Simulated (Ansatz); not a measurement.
B:
```
CELL_PARAMETERS angstrom
      2.44933     1.41412     4.17147
     -2.44933     1.41412     4.17147
      0.00000    -2.82824     4.17147
ATOMIC_POSITIONS crystal
  B  0.00987 0.65441 0.00987
  B  0.99013 0.34559 0.99013
  B  0.00987 0.00987 0.65441
  B  0.99013 0.99013 0.34559
  B  0.65441 0.00987 0.00987
  B  0.34559 0.99013 0.99013
  B  0.22051 0.63175 0.22051
  B  0.77949 0.36825 0.77949
  B  0.22051 0.22051 0.63175
  B  0.77949 0.77949 0.36825
  B  0.63175 0.22051 0.22051
  B  0.36825 0.77949 0.77949
```

Relaxed with r²SCAN.

Problem. Decompose the optical modes at the zone centre into irreducible representations, and say which are infrared and Raman allowed.

Solution. Point group -3m: Γ_opt = 4A1g + 2A1u + 2A2g + 3A2u + 6Eg + 5Eu. Infrared: A2u, Eu. Raman: A1g, Eg.

Problem. Assign frequencies (DFPT, DFT-r²SCAN in the program Ansatz with PAW potentials).

Solution. A1u 487, A2g 513, Eg 536, Eu 562, Eg 592, Eu 609, A1g 709, Eu 716, Eg 722, A2g 736, Eg 791, Eu 804, A1u 807, A1g 808, A2u 810, Eu 815, A2u 826, Eg 890, A1g 936, A2u 946, Eg 1138, A1g 1190 cm⁻¹.

Space group R-3m (α-B12). Symmetry was held in the r²SCAN relaxation; phonons on a q-mesh show no instability.

Potentials: the later of the program's two PAW sets.
